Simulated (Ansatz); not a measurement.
## KTaO$_{3}$: do energies and stresses tell the same story?

Method: DFT r2SCAN, scalar-relativistic, plane waves, PAW in Ansatz 0.2.0.

Plane waves to 500 eV, a k mesh through Γ of 6×6×6 on the computed 5-atom cell and Gaussian smearing (0.02 eV); no spin polarisation.

Relaxed cell: Pm-3m, a = 3.990 Å, b = 3.990 Å, c = 3.990 Å, α = 90.00°, β = 90.00°, γ = 90.00°, 5 atoms in the primitive cell.

Energies at zero smearing and pressures from the stress tensor, at volumes with shape and atoms relaxed:
| V (Å³/atom) | E − E(first) (meV/atom) | P (GPa) |
| --- | --- | --- |
| 11.944 | 0.00 | 14.82 |
| 12.325 | -25.47 | 6.81 |
| 12.706 | -33.35 | 0.00 |
| 13.087 | -26.27 | -5.79 |
| 13.468 | -6.49 | -10.71 |

**Question.** Check P = −dE/dV between neighbouring volumes, and get the bulk modulus from the pressures alone.

**Answer.** With 1 eV/Å³ = 160.2 GPa:
```
middle V (Å³/atom)  −ΔE/ΔV (GPa) mean P (GPa)
            12.134        10.707        10.814
            12.515         3.311         3.405
            12.897        -2.976        -2.895
            13.278        -8.316        -8.250
```

The two differ by 0.11 GPa at most. The mean of two end pressures misses the average over a step by about ΔV² P″/12, up to 0.11 GPa here; with that taken off 0.00 GPa remains. Around V = 12.706 Å³/atom, the two neighbours give B = −V ΔP/ΔV = 12.706 × 12.60 / 0.762 = 210.0 GPa, against B0 = 209.0 GPa from the Birch–Murnaghan fit of the energies.

Spin–orbit coupling is left out, which can shift energies with elements as heavy as these.

Symmetry holds off the tilts and polar distortions that many cubic perovskites undergo.